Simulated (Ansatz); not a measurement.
Al2Cu (Al2Cu type, space group I4/mcm)

```
Al2Cu
1.0
   -3.02975     3.02975     2.43725
    3.02975    -3.02975     2.43725
    3.02975     3.02975    -2.43725
Al Cu
4 2
Cartesian
  3.98882   0.95908   0.00000
  0.95908   2.07067   0.00000
  2.07067   0.95908   2.43725
 -0.95908   2.07067   2.43725
  0.00000   0.00000   3.65587
  0.00000   0.00000   1.21862
```

The slice is a (100) plane (indices of the conventional cell) through the point (0.250, 0.250, 0.000) (fractional), spanned by u = [110] and v = [101] in vectors of this cell: u (4.87 Å) and v (6.06 Å, at 90° to u). It covers one period; positions are fractions (u, v).

Calculation: PBE (plane waves to 420 eV, PAW, scalar-relativistic; Ansatz, a program for electronic structure). k mesh 12×12×12. These are valence fields of a PAW run, semicore shells included where kept as valence: close to a nucleus they are smooth pseudo fields. Al2Cu is run without spin polarisation. Al2Cu was relaxed with its symmetry unable to fall.

Three fields on this plane, each scaled to ten steps between its own extremes (0 low, 9 high; the total valence density on a logarithmic scale, the potential cut 8 eV below its top; x marks points blanked near nuclei; v = 0 in the bottom row):

Map A
```
|xxxxxx00xxxxxxxxxxx00xxxxx|
|xxxxx0110xxxxxxxxx0110xxxx|
|xxxxx0110xxxxxxxxx0110xxxx|
|xxxx012210xxxxxxx012210xxx|
|xx0012332100xxx0012332100x|
|00123444432100012344443210|
|22334455443322233445544332|
|33344444444333334444444433|
|33444444444433344444444443|
|334444xx44443334444xx44443|
|33444xxxx444333444xxxx4443|
|334556xx65543334556xx65543|
|34567788776543456778877654|
|44568999986544456899998654|
|44578999987544457899998754|
|44678999987644467899998764|
|44578999987544457899998754|
|44568999986544456899998654|
|34567788776543456778877654|
|334556xx65543334556xx65543|
|33444xxxx444333444xxxx4443|
|334444xx44443334444xx44443|
|33444444444433344444444443|
|33344444444333334444444433|
|22334455443322233445544332|
|00123444432100012344443210|
|xx0012332100xxx0012332100x|
|xxxx012210xxxxxxx012210xxx|
|xxxxx0110xxxxxxxxx0110xxxx|
|xxxxx0110xxxxxxxxx0110xxxx|
|xxxxxx00xxxxxxxxxxx00xxxxx|
|xxxxxx00xxxxxxxxxxx00xxxxx|
```

Map B
```
|xxxxxx88xxxxxxxxxxx88xxxxx|
|xxxxx9779xxxxxxxxx9779xxxx|
|xxxxx8668xxxxxxxxx8668xxxx|
|xxxx865568xxxxxxx865568xxx|
|xx9754444579xxx9754444579x|
|66544333344566654433334456|
|33333322333333333332233333|
|12222222222221222222222222|
|11112222221111111222222111|
|001111xx11110001111xx11110|
|00012xxxx210000012xxxx2100|
|000122xx22100000122xx22100|
|00123333332100012333333210|
|00123444432100012344443210|
|00123455432100012345543210|
|00123455432100012345543210|
|00123455432100012345543210|
|00123444432100012344443210|
|00123333332100012333333210|
|000122xx22100000122xx22100|
|00012xxxx210000012xxxx2100|
|001111xx11110001111xx11110|
|11112222221111111222222111|
|12222222222221222222222222|
|33333322333333333332233333|
|66544333344566654433334456|
|xx9754444579xxx9754444579x|
|xxxx865568xxxxxxx865568xxx|
|xxxxx8668xxxxxxxxx8668xxxx|
|xxxxx9779xxxxxxxxx9779xxxx|
|xxxxxx88xxxxxxxxxxx88xxxxx|
|xxxxxx88xxxxxxxxxxx88xxxxx|
```

Map C
```
|xxxxxx44xxxxxxxxxxx44xxxxx|
|xxxxx2552xxxxxxxxx2552xxxx|
|xxxxx5775xxxxxxxxx5775xxxx|
|xxxx467764xxxxxxx467764xxx|
|xx2567887642xxx2567887642x|
|56667777776665666777777666|
|87776555567778777655556777|
|88765333356788876533335678|
|88753100135788875310013578|
|876420xx02467876420xx02467|
|87641xxxx146787641xxxx1467|
|886420xx02468886420xx02468|
|88753100135788875310013578|
|99865333356899986533335689|
|99876544567899987654456789|
|99986555568999998655556899|
|99876544567899987654456789|
|99865333356899986533335689|
|88753100135788875310013578|
|886420xx02468886420xx02468|
|87641xxxx146787641xxxx1467|
|876420xx02467876420xx02467|
|88753100135788875310013578|
|88765333356788876533335678|
|87776555567778777655556777|
|56667777776665666777777666|
|xx2467887652xxx2467887652x|
|xxxx467764xxxxxxx467764xxx|
|xxxxx5775xxxxxxxxx5775xxxx|
|xxxxx2552xxxxxxxxx2552xxxx|
|xxxxxx44xxxxxxxxxxx44xxxxx|
|xxxxxx44xxxxxxxxxxx44xxxxx|
```

Question: Assign the maps to these fields: electron localisation function (ELF); valence electron density; electrostatic potential energy of an electron, from the cell's mean.

Answer: A is the electron localisation function (ELF); B is the valence electron density; C is the electrostatic potential energy of an electron, from the cell's mean.
